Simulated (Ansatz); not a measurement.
An ordered 6-atom cell of Ga3AsP2 on the zincblende lattice (Imm2), relaxed with r2SCAN. The symmetry is Imm2 (No. 44, orthorhombic); a = 3.904 Å, b = 11.712 Å, c = 5.522 Å in the conventional setting, 21.04 Å³ an atom. P is surrounded by 4 Ga at 2.36–2.37 Å; Ga is surrounded by 3 P at 2.36–2.37 Å and 1 As at 2.45 Å; As is surrounded by 4 Ga at 2.43–2.45 Å; Ga is surrounded by 2 P at 2.36 Å and 2 As at 2.43 Å.

```cif
data_structure
_symmetry_space_group_name_H-M 'Imm2'
_symmetry_Int_Tables_number 44
_cell_length_a 3.9040
_cell_length_b 11.7125
_cell_length_c 5.5215
_cell_angle_alpha 90.000
_cell_angle_beta 90.000
_cell_angle_gamma 90.000
_cell_volume 252.48
loop_
_atom_site_label
_atom_site_type_symbol
_atom_site_symmetry_multiplicity
_atom_site_Wyckoff_symbol
_atom_site_fract_x
_atom_site_fract_y
_atom_site_fract_z
_atom_site_occupancy
P1 P 4 d 0.00000 0.33259 0.00032 1
Ga1 Ga 4 d 0.50000 0.32898 0.24440 1
As1 As 2 a 0.00000 0.00000 0.99922 1
Ga2 Ga 2 b 0.50000 0.00000 0.26134 1
```

The questions ask for values computed with Ansatz 0.2.0 on this geometry. These are computed values for a spin-unpolarised cell that may be hypothetical; none is a measurement.

Problem. What gap does PBE give, and where are the band edges?

Solution. The PBE gap is direct at Γ: 1.31 eV.

Problem. Estimate the gap with r2SCAN on 8×8×8.

Solution. With r2SCAN the valence top lies at Γ and the conduction bottom at S, 1.75 eV higher; the smallest vertical gap, at Γ, is 1.84 eV. The lowest empty level at R lies only 9 meV higher, so the place of the conduction bottom isn't settled. The gap differs by +0.44 eV from PBE's.

Problem. Estimate the gap with HSE06 on 4×4×4.

Solution. With HSE06 the valence top lies at Γ and the conduction bottom at T, 2.15 eV higher; the smallest vertical gap, at Γ, is 2.27 eV. The lowest empty level at X lies only 12 meV higher, so the place of the conduction bottom isn't settled. The gap differs by +0.84 eV from PBE's.

Spin-orbit coupling is left out.
